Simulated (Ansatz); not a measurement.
YPt₂ (cubic Laves (MgCu2 type), Fd-3m), a = b = c = 7.6467 Å, α = β = γ = 90.00°; the cell used has 6 atoms.

Relaxed with r²SCAN.

Task: Tabulate the valence density and the electron localisation function along the shortest Y–Pt contact (3.17 Å), plane-wave PAW r²SCAN (Ansatz code).

Result: 

```
distance from Y (Å)  density (e/Å³)   ELF
-------------------  --------------  ----
0.32                           3.68  0.69
0.48                           3.37  0.82
0.63                           2.41  0.85
0.79                           1.38  0.80
0.95                           0.67  0.57
1.11                           0.33  0.22
1.27                           0.20  0.09
1.43                           0.17  0.12
1.59                           0.18  0.24
1.74                           0.24  0.33
1.90                           0.34  0.35
2.06                           0.56  0.35
2.22                           1.05  0.41
2.38                           2.34  0.52
2.54                           4.68  0.62
2.69                           7.53  0.67
2.85                           9.98  0.68
```

The density is the valence pseudo-density with augmentation charge, so density and ELF within about 1 Å of a nucleus are not all-electron values.

The workflow started from an entry of the Crystallography Open Database (COD). Its standing as an ambient phase is unchecked. The r²SCAN relaxation kept the symmetry of its start; whether a distortion lowers the energy is not shown. No spin polarisation was allowed. Scalar-relativistic: spin–orbit coupling is off unless named, which matters more the heavier the elements.

Potentials: the later of the program's two PAW sets.
